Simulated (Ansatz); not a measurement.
A generator proposed this cell of Al6Co5Ni.

```
Al Co Ni
1.0
     4.19035    0.00000    0.00000
     0.00000    4.19035    0.00000
     0.00000    0.00000    8.88907
Al Co Ni
6 5 1
Direct
  0.00000 0.50000 0.83333
  0.00000 0.50000 0.16667
  0.00000 0.50000 0.50000
  0.50000 0.00000 0.83333
  0.50000 0.00000 0.16667
  0.50000 0.00000 0.50000
  0.00000 0.00000 0.66667
  0.00000 0.00000 0.33333
  0.50000 0.50000 0.66667
  0.50000 0.50000 0.00000
  0.50000 0.50000 0.33333
  0.00000 0.00000 0.00000
```

Theory: DFT PBE, scalar-relativistic, plane waves, PAW (Ansatz). Settings: cutoff 420 eV, Γ-centred mesh 4×4×2 on the computed 12-atom cell, Gaussian smearing of 0.10 eV; collinear spin from starting moments 0.0 0.0 0.0 0.0 0.0 0.0 3.0 3.0 3.0 3.0 3.0 2.0 μB.

Energies over the elements count from the elements' standard structures at the same level, with no fitted energy shifts.

Problem. What does a single point on this coarse mesh give?

Solution. The pressure is -14.4 GPa (the mean over three directions, positive in compression), the largest force is 0.23 eV/Å, and the energy is −0.52 eV/atom against the elements. The shortest distance is 2.57 Å.

Problem. Is it a good guess?

Solution. A fair one: relaxing gains under 0.1 eV/atom (the start's value is from the coarse mesh, so the gain is rough) in 10 ionic steps and ends at −0.59 eV/atom on the finer mesh. The symmetry stays P4/mmm (No. 123). The volume per atom shrinks by 10.0 %, from 13.0 to 11.7 Å³. The shortest distance goes from 2.57 Å (Al–Co and Al–Ni) to 2.47 Å (Al–Co). Conventional cell: a = 4.033 Å, c = 8.633 Å. Al on a site of symmetry 2mm has 6 Co at 2.47–2.49 Å, 2 Ni at 2.49 Å and 6 Al at 2.85–2.91 Å; around Co on a site of symmetry 4mm lie 8 Al at 2.47 Å, 5 Co at 2.85–2.87 Å and 1 Ni at 2.88 Å; Ni is surrounded by 8 Al at 2.49 Å and 6 Co at 2.85–2.88 Å; 3 more sites not described.

The last run used collinear spin, a 10×10×6 mesh (in the run's order of axes) for its 12-atom cell and Gaussian smearing of 0.10 eV. The magnetic state reached may not be the lowest. The relaxation can't lower the symmetry of the start, and the grade says only how near the guess is to its own end. Symmetry constrained the relaxation, so the result can be a saddle point.
